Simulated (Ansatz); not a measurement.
Ansatz (a first-principles code) input:

Ansatz 0.2 input:
```yaml
crystal:
  lattice:
    - [0.0, 3.246681484, 3.246681484]
    - [3.246681484, 0.0, 3.246681484]
    - [3.246681484, 3.246681484, 0.0]
  atoms:
    - { symbol: S, position: [0.75, 0.75, 0.75] }
    - { symbol: Sn, position: [0.0, 0.0, 0.0] }
kpoints:
  mp_grid: { grid: [6, 6, 6] }
hamiltonian:
  xc: hse06
  pseudopotentials: { kind: paw }
magnetization: { noncollinear: true, spin_orbit: true }
scf:
  n_extra_bands: 12
  occupations: { method: gaussian, width: 0.02 }
output:
  eigenvalues: true
  eigenstates:
    e_range: [-9.0, 8.7]
    kpoints:
      - [0.5, 0.25, 0.75]  # VBM
      - [0.5, 0.0, 0.5]  # CBM
      - [0.0, 0.0, 0.0]  # GAMMA
      - [0.5, 0.0, 0.5]  # X
      - [0.5, 0.5, 0.5]  # L
      - [0.5, 0.25, 0.75]  # W
      - [0.375, 0.375, 0.75]  # K
      - [0.625, 0.25, 0.625]  # U
```

Output (shortened):

```
Pseudopotential: S, paw_fr, valence charge 6
Pseudopotential: Sn, paw_fr, valence charge 14
Functional definition: HSE06
non-collinear run that drives no moment, with spin-orbit …
Crystal: 2 atoms, lattice volume = 68.446 Å³
Basis set: ecut = 420 eV, 1363 PW (Γ)
Bands: 32, of which v1, the nominal top of the filled ones, is band 20 counted from 1 (19 counted from 0)
Symmetry: 24 space group operations + 24 with time reversal
k-points: 16 of 216 (time reversal used)
Projection manifold: j_resolved (fully-relativistic pseudo-atomic orbitals)
SCF iter   1: F=—  HF=-6928.874015 eV  |F-HF|=—  |Δ(HF+E_count)|=         —  Δρ=2.04e-2  dr2=6.34e-1  dr2_m=0.00e0 (ungated)  ethr=1.00e-1  |M|=0.00e0 ∫|m|=0.00e0 μB  |m|>n=0.0e0 m-floor=0.0e0 τ_xc=0.0e0  β_m=0.30  ⟨swp⟩=7.1  Hψ=1839  notcnv=0
preconditioner: auto → none
SCF iter   2: F=—  HF=-6928.767258 eV  |F-HF|=—  |Δ(HF+E_count)|=   1.07e-1  Δρ=1.06e-2  dr2=9.17e-2  dr2_m=0.00e0 (ungated)  ethr=3.17e-3  |M|=0.00e0 ∫|m|=0.00e0 μB  |m|>n=0.0e0 m-floor=0.0e0 τ_xc=0.0e0  β_m=0.36  ⟨swp⟩=4.4  Hψ=1375  notcnv=0  defer=4
SCF iter   3: F=—  HF=-6928.759189 eV  |F-HF|=—  |Δ(HF+E_count)|=   8.07e-3  Δρ=5.75e-3  dr2=2.44e-2  dr2_m=0.00e0 (ungated)  ethr=4.59e-4  |M|=0.00e0 ∫|m|=0.00e0 μB  |m|>n=0.0e0 m-floor=0.0e0 τ_xc=0.0e0  β_m=0.50  ⟨swp⟩=3.8  Hψ=1099  notcnv=0  defer=9
iter 4 solved again at ethr=1.92e-6 eV; its pass at ethr=1.22e-4 eV (dr2=3.83e-4 eV) is discarded
SCF iter   4: F=—  HF=-6928.760862 eV  |F-HF|=—  |Δ(HF+E_count)|=   1.67e-3  Δρ=9.10e-4  dr2=3.97e-4  dr2_m=0.00e0 (ungated)  ethr=1.92e-6  |M|=0.00e0 ∫|m|=0.00e0 μB  |m|>n=0.0e0 m-floor=0.0e0 τ_xc=0.0e0  β_m=0.56  ⟨swp⟩=4.9  Hψ=2602  notcnv=0  defer=11
SCF iter   5: F=—  HF=-6928.761050 eV  |F-HF|=—  |Δ(HF+E_count)|=   1.88e-4  Δρ=2.14e-4  dr2=1.83e-5  dr2_m=0.00e0 (ungated)  ethr=1.92e-6  |M|=0.00e0 ∫|m|=0.00e0 μB  |m|>n=0.0e0 m-floor=0.0e0 τ_xc=0.0e0  β_m=0.68  ⟨swp⟩=3.5  Hψ=1020  notcnv=0  defer=5
SCF iter   6: F=-6928.761079 eV  HF=-6928.761078 eV  |F-HF|=1.31e-7  |Δ(HF+E_count)|=   2.86e-5  Δρ=5.43e-5  dr2=1.29e-6  dr2_m=0.00e0 (ungated)  ethr=9.14e-8  |M|=0.00e0 ∫|m|=0.00e0 μB  |m|>n=0.0e0 m-floor=0.0e0 τ_xc=0.0e0  ⟨swp⟩=4.2  Hψ=1169  notcnv=0  defer=5
SCF 1 stopped early in 6 iterations: F = -6928.761079 eV  dr2 = 1.29e-6
Crystal: 2 atoms, lattice volume = 68.446 Å³
Projection manifold: j_resolved (fully-relativistic pseudo-atomic orbitals)
Exchange kernel: α = 0.2500, screened, ω = 0.2079 Å⁻¹, Wigner–Seitz truncation, v(0) = 1046.9020 eV·Å³, q-mesh 6×6×6, nearest image of the exchange supercell L …
Frozen-core exchange: fock
SCF iter   1: F=—  HF=-6928.952713 eV  |F-HF|=—  |Δ(HF+E_count)|=         —  Δρ=4.37e-3  dr2=1.83e-2  dr2_m=0.00e0 (ungated)  ethr=6.46e-8  |M|=0.00e0 ∫|m|=0.00e0 μB  |m|>n=0.0e0 m-floor=0.0e0 τ_xc=0.0e0  β_m=0.30  ⟨swp⟩=12.1  Hψ=3292  notcnv=0
preconditioner: auto → none
SCF iter   2: F=—  HF=-6928.947427 eV  |F-HF|=—  |Δ(HF+E_count)|=   5.29e-3  Δρ=2.00e-3  dr2=3.31e-3  dr2_m=0.00e0 (ungated)  ethr=6.46e-8  |M|=0.00e0 ∫|m|=0.00e0 μB  |m|>n=0.0e0 m-floor=0.0e0 τ_xc=0.0e0  β_m=0.56  ⟨swp⟩=5.0  Hψ=1963  notcnv=0
SCF iter   3: F=—  HF=-6928.951361 eV  |F-HF|=—  |Δ(HF+E_count)|=   3.93e-3  Δρ=6.02e-4  dr2=2.28e-4  dr2_m=0.00e0 (ungated)  ethr=6.46e-8  |M|=0.00e0 ∫|m|=0.00e0 μB  |m|>n=0.0e0 m-floor=0.0e0 τ_xc=0.0e0  β_m=0.56  ⟨swp⟩=4.9  Hψ=1810  notcnv=0
SCF iter   4: F=—  HF=-6928.951284 eV  |F-HF|=—  |Δ(HF+E_count)|=   7.68e-5  Δρ=1.23e-4  dr2=1.45e-5  dr2_m=0.00e0 (ungated)  ethr=6.46e-8  |M|=0.00e0 ∫|m|=0.00e0 μB  |m|>n=0.0e0 m-floor=0.0e0 τ_xc=0.0e0  β_m=0.78  ⟨swp⟩=4.0  Hψ=1232  notcnv=0
SCF iter   5: F=-6928.951315 eV  HF=-6928.951315 eV  |F-HF|=3.17e-7  |Δ(HF+E_count)|=   3.13e-5  Δρ=4.15e-5  dr2=9.03e-7  dr2_m=0.00e0 (ungated)  ethr=5.44e-8  |M|=0.00e0 ∫|m|=0.00e0 μB  |m|>n=0.0e0 m-floor=0.0e0 τ_xc=0.0e0  ⟨swp⟩=3.9  Hψ=1039  notcnv=0
SCF 2 stopped early in 5 iterations: F = -6928.951315 eV  dr2 = 9.03e-7
hybrid outer 1: dexx = +5.167e-3 eV, tail = 4.16e-5 eV
Crystal: 2 atoms, lattice volume = 68.446 Å³
Projection manifold: j_resolved (fully-relativistic pseudo-atomic orbitals)
Exchange kernel: α = 0.2500, screened, ω = 0.2079 Å⁻¹, Wigner–Seitz truncation, v(0) = 1046.9020 eV·Å³, q-mesh 6×6×6, nearest image of the exchange supercell L …
Frozen-core exchange: fock
SCF iter   1: F=—  HF=-6928.951098 eV  |F-HF|=—  |Δ(HF+E_count)|=         —  Δρ=2.38e-5  dr2=3.09e-7  dr2_m=0.00e0 (ungated)  ethr=1.04e-6  |M|=0.00e0 ∫|m|=0.00e0 μB  |m|>n=0.0e0 m-floor=0.0e0 τ_xc=0.0e0  β_m=0.30  ⟨swp⟩=5.1  Hψ=1304  notcnv=0
preconditioner: auto → none
SCF iter   2: F=-6928.951098 eV  HF=-6928.951098 eV  |F-HF|=3.99e-10  |Δ(HF+E_count)|=   5.48e-7  Δρ=1.20e-5  dr2=4.05e-8  dr2_m=0.00e0 (ungated)  ethr=1.16e-9  |M|=0.00e0 ∫|m|=0.00e0 μB  |m|>n=0.0e0 m-floor=0.0e0 τ_xc=0.0e0  ⟨swp⟩=4.5  Hψ=1435  notcnv=0  defer=1
SCF 3 converged in 2 iterations: F = -6928.951098 eV  dr2 = 4.05e-8
hybrid outer 2: dexx = +2.622e-7 eV, tail = 1.11e-7 eV, Δε = 3.70e-3 eV (about 4.00e-4 eV left of the loop's levels)
NSCF: frozen V_eff on 8 k-points
hybrid SCF converged: 2 outer / 7 inner (+6 warm-up), last move |dexx| = 2.62e-7 eV, tail = 1.11e-7 eV
Stability not checked (fock_operator)
Magnetization: |M| = 0.0000 μB,  M = (+0.0000, +0.0000, +0.0000) μB
Absolute magnetization: 0.0000 μB (∫|m|)
  site 0: m = (+0.0000, +0.0000, +0.0000) μB, |m| = 0.0000 μB  (R = 1.16 Å)
  site 1: m = (+0.0000, +0.0000, +0.0000) μB, |m| = 0.0000 μB  (R = 1.16 Å)
Free energy (F): -6928.951098 eV
Frozen-core exchange: fock
Harris-Foulkes:  -6928.951098 eV  (|F-HF|=3.99e-10)
Internal energy: -6928.951098 eV  (E = F + TS)
E sigma→0 (E₀):  -6928.951098 eV
Fermi energy:    5.005488 eV
--- Per-component energies (eV) ---
  E_band       = -203.476339
  E_kinetic    = 289.202443
  E_local      = -1421.255398  (includes V_loc(G=0)·N_el)
  E_nonlocal   = -5.353660
  E_hartree    = 751.578651
  E_xc         = -378.734170
  E_vxc        = -146.695027  (∫ρ·V_xc dr)
  E_exx        = -47.051296  (= α·E_x^exact, valence–valence)
  E_paw        = -4788.710672  (= ΣΔE_a)
  E_vpaw       = -328.430845  (= ΣTr[D̂ρ^β])
  E_aug_tail   = 0.000001  (compensation charges beyond the density's cutoff)
  E_ewald      = -1328.797261
  E_core_change = 0.170262  (= ΣΔE_core)
  E_smearing   =  0.000000  (= −TS)
  E_closure    =  0.000000  (closes the sum)
  Σ components = -6928.951098   (vs F -6928.951098, Δ=9.09e-13)
  [band-id]    e_kinetic+e_local+e_nonlocal+2·e_hartree+e_vxc+2·e_exx+e_vpaw+e_augmentation_tail = -203.477775   (vs E_band -203.476339, Δ=-1.44e-3)
--- Band table (eV; the first three rows and the last of 16) ---
  k-point 0: bands = ["-19.7161", "-19.7161", "-19.7161", "-19.7161", "-18.6614", "-18.6614", "-18.6486", "-18.6486", "-18.6486", "-18.6486", "-9.8187", "-9.8187", "-0.5437", "-0.5437", "1.8538", "1.8538", "2.0049", "2.0049", "2.0049", "2.0049", "6.7450", …
  k-point 1: bands = ["-19.7163", "-19.7156", "-19.7156", "-19.7154", "-18.6608", "-18.6608", "-18.6493", "-18.6493", "-18.6479", "-18.6468", "-9.6846", "-9.6846", "-1.3649", "-1.3649", "1.7455", "1.7455", "1.8583", "1.8611", "2.4299", "2.4299", "6.8974", …
  k-point 2: bands = ["-19.7159", "-19.7150", "-19.7146", "-19.7146", "-18.6595", "-18.6595", "-18.6508", "-18.6508", "-18.6455", "-18.6444", "-9.3817", "-9.3817", "-2.5534", "-2.5534", "1.4800", "1.4800", "1.6040", "1.6067", "2.6438", "2.6438", "7.5202", …
  k-point 15: bands = ["-19.7186", "-19.7152", "-19.7121", "-19.7108", "-18.6647", "-18.6557", "-18.6485", "-18.6469", "-18.6453", "-18.6441", "-8.9852", "-8.9786", "-3.3289", "-3.3192", "0.3884", "0.4444", "0.4902", "0.5720", "4.6348", "4.6945", "6.2578", …
```

Cost: very roughly 15 core-minutes on shared cores.

The points marked VBM and CBM come from a semilocal run.

Space group F-43m (zinc blende). A made-up cell: these elements were put on the sites of a structure type; the Crystallography Open Database copy checked does not list it. It is not the phase usual at ambient conditions (space group No. 62). The cell was relaxed with HSE06 under the symmetry of its start; its stability against distortions is not shown here. The volume moved by 21 % from the start of the relaxation.

Potentials: the later of the program's two PAW sets.

Ansatz is a plane-wave DFT program.
